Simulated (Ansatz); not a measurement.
SiGe:
```yaml
crystal:
  lattice:
    - [3.90389, 0.00000, 0.00000]
    - [-1.95194, 3.38087, 0.00000]
    - [0.00000, 0.00000, 6.45333]
  atoms:
    - { symbol: Si, position: [0.66667, 0.33333, 0.87448] }
    - { symbol: Si, position: [0.33333, 0.66667, 0.37448] }
    - { symbol: Ge, position: [0.66667, 0.33333, 0.50052] }
    - { symbol: Ge, position: [0.33333, 0.66667, 0.00052] }
```

Relaxed with r²SCAN.

**Question.** Give the Bader charges and basin volumes of the independent atoms, plane-wave PAW r²SCAN (Ansatz code).

**Answer.** 

```csv
atom,Bader charge (e),Bader volume (Å³)
Si1,+0.36,19.2
Ge3,-0.36,23.4
```

Space group P6_3mc (wurtzite). The workflow started from a Materials Project entry (that database holds measured and hypothetical structures alike); the Crystallography Open Database copy checked does not list it. Its standing as an ambient phase is unchecked. Symmetry was held in the r²SCAN relaxation; whether a distortion lowers the energy is not shown.

Potentials: the earlier of the program's two PAW sets. The files were generated under PBE; for other functionals the program regenerates the frozen cores, and for LDA and PBEsol the local potential too.
